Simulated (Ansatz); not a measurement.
The relaxed structure here is a generated cell of ScSi: the first start was made by placing the elements on the sites of a structure type, and the end was not matched to a known phase here, so it may be hypothetical.

One starting cell of ScSi (a generated trial cell of ScSi in the AFLOW prototype AB_hP6_154_a_b (B9, as in HgS)) was relaxed twice with Ansatz (plane waves, PAW, scalar-relativistic): with PBEsol at 420 eV and with PBE at 420 eV. The PBEsol result:

```yaml
crystal:
  lattice:
    - [2.14377, 1.23771, 2.27231]
    - [-2.14377, 1.23771, 2.27231]
    - [0.00000, -2.47541, 2.27231]
  atoms:
    - { symbol: Sc, position: [0.00000, 0.00000, 0.00000] }
    - { symbol: Si, position: [0.50000, 0.50000, 0.50000] }
```

```
quantity                          PBEsol    PBE
--------------------------------  ------  -----
space group                         R-3m   R-3m
volume (Å³/atom)                   18.09  18.77
a (Å)                              4.288  4.324
c (Å)                              6.817  6.956
gap (eV, no spin-orbit coupling)    0.00   0.00
```

Both levels end in the same structure; PBE's volume is 3.8 % larger. Neither column is exact.

No spin polarisation in the result. The relaxed primitive cell holds an odd number of electrons. A magnetic state may lie lower.

The run could not lose the symmetry of its start: the end is stationary, and may be a saddle point rather than a minimum.

Ansatz is a first-principles code.
